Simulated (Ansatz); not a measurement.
This run works on a generated trial structure, not on a known crystal.

Input and command of a plane-wave DFT calculation in Ansatz:

```yaml
crystal:
  lattice:
    - [4.5509105469, 0.0, 0.0]
    - [0.0, 4.5509105469, 0.0]
    - [0.0, 0.0, 4.6421798956]
  atoms:
    - { symbol: Hf, position: [0.256140595, 0.256140595, 0.2607295108] }
    - { symbol: Hf, position: [0.743859405, 0.743859405, 0.2607295108] }
    - { symbol: Hf, position: [0.743859405, 0.256140595, 0.7392704892] }
    - { symbol: Hf, position: [0.256140595, 0.743859405, 0.7392704892] }
    - { symbol: H, position: [0.0, 0.0, 0.0] }
    - { symbol: H, position: [0.0, 0.0, 0.5] }
    - { symbol: H, position: [0.5, 0.5, 0.0] }
basis:
  ecutwfc: 420
kpoints:
  mp_grid: { grid: [8, 8, 8] }
hamiltonian:
  xc: pbe
scf:
  occupations: { method: gaussian, width: 0.1 }
output:
  forces: true
  stress: true
  eigenvalues: true
relax:
  adjacent_minimum: "off"
  f_tol: 0.01
  max_steps: 30
  cell: { stress_tol: 0.1, fix: [volume] }
```

```bash
ansatz run input.yaml --threads 1 --pin off --max-ram 2560MiB --backend cpu --events-out ev --progress --plain --runs-dir out
```

Processor: AMD EPYC 7R43 64-Core Processor (Zen 3), 1 thread, on a host shared with other jobs.

Estimate time, memory and problem size.

About 3.3 min, peak memory 0.61 GiB. It solves 65 bands at 75 k points (after reduction by symmetry) with about 1871 plane waves, in 25 SCF iterations over 4 ionic steps.
